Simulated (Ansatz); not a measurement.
Re:
```
Re
1.0
    1.36974     0.79082     6.61932
   -1.36974     0.79082     6.61932
    0.00000    -1.58163     6.61932
Re
3
Cartesian
  0.00000   0.00000   0.00000
  0.00000   0.00000   4.41157
  0.00000   0.00000  15.44639
```

Relaxed with LDA.

**Question.** Which orbitals make up the states near the Fermi level in LDA (plane waves, PAW; program Ansatz)?

**Answer.** Within 0.5 eV of the Fermi level: Re 5d 89 %, outside the projected shells 6 %. Projections are on Löwdin-orthogonalised atomic valence shells; empty p or d shells of many metals are not among them.

**Question.** Tabulate the density of states.

**Answer.** States/eV per cell of 3 atoms, in 0.25 eV bins, energy from the Fermi level.

```
E (eV)  total  Re 5d  Re 6s  Re 5p
------  -----  -----  -----  -----
-7.85    0.33   0.03   0.28   0.01
-7.60    0.39   0.05   0.31   0.01
-7.35    0.46   0.07   0.35   0.01
-7.10    0.57   0.13   0.41   0.02
-6.85    1.13   0.54   0.55   0.02
-6.60    2.07   1.29   0.72   0.03
-6.35    2.14   1.44   0.65   0.03
-6.10    2.45   1.78   0.62   0.03
-5.85    2.85   2.22   0.57   0.04
-5.60    2.89   2.37   0.47   0.04
-5.35    3.01   2.60   0.36   0.03
-5.10    2.59   2.29   0.25   0.03
-4.85    2.95   2.67   0.23   0.04
-4.60    2.74   2.50   0.18   0.04
-4.35    2.40   2.22   0.11   0.04
-4.10    2.26   2.10   0.10   0.03
-3.85    2.66   2.46   0.12   0.04
-3.60    2.76   2.54   0.13   0.04
-3.35    3.26   2.99   0.17   0.04
-3.10    3.04   2.80   0.14   0.04
-2.85    2.30   2.10   0.12   0.03
-2.60    3.23   2.96   0.16   0.04
-2.35    3.31   3.05   0.15   0.04
-2.10    4.01   3.67   0.20   0.04
-1.85    3.75   3.39   0.21   0.03
-1.60    3.76   3.35   0.25   0.03
-1.35    3.82   3.45   0.22   0.03
-1.10    4.02   3.66   0.21   0.03
-0.85    3.78   3.38   0.23   0.03
-0.60    2.46   2.14   0.16   0.02
-0.35    2.71   2.38   0.15   0.02
-0.10    2.68   2.39   0.13   0.01
0.15     2.33   2.07   0.11   0.01
0.40     2.38   2.14   0.09   0.01
0.65     2.01   1.82   0.07   0.01
0.90     1.78   1.59   0.06   0.01
1.15     1.77   1.60   0.05   0.00
1.40     1.45   1.32   0.04   0.00
1.65     1.90   1.79   0.05   0.00
1.90     2.26   2.15   0.06   0.00
2.15     2.03   1.93   0.06   0.00
2.40     2.01   1.90   0.07   0.00
2.65     2.20   2.07   0.07   0.00
2.90     2.41   2.27   0.08   0.00
3.15     2.63   2.48   0.09   0.00
3.40     2.82   2.66   0.10   0.00
3.65     3.10   2.92   0.11   0.00
3.90     3.52   3.31   0.13   0.00
4.15     3.55   3.30   0.17   0.00
4.40     3.23   2.97   0.18   0.00
4.65     1.38   1.12   0.18   0.00
```

Space group R-3m (9R (Sm type)). The first step of the workflow began from a Materials Project structure, measured or hypothetical; the Crystallography Open Database copy checked does not list it. It is not the phase usual at ambient conditions (space group No. 194). The LDA relaxation kept the symmetry of its start; of distortions, only those at the zone centre were tested. The run is not spin-polarised. Scalar-relativistic: spin–orbit coupling is off unless named, which matters more the heavier the elements.

Potentials: the later of the program's two PAW sets.
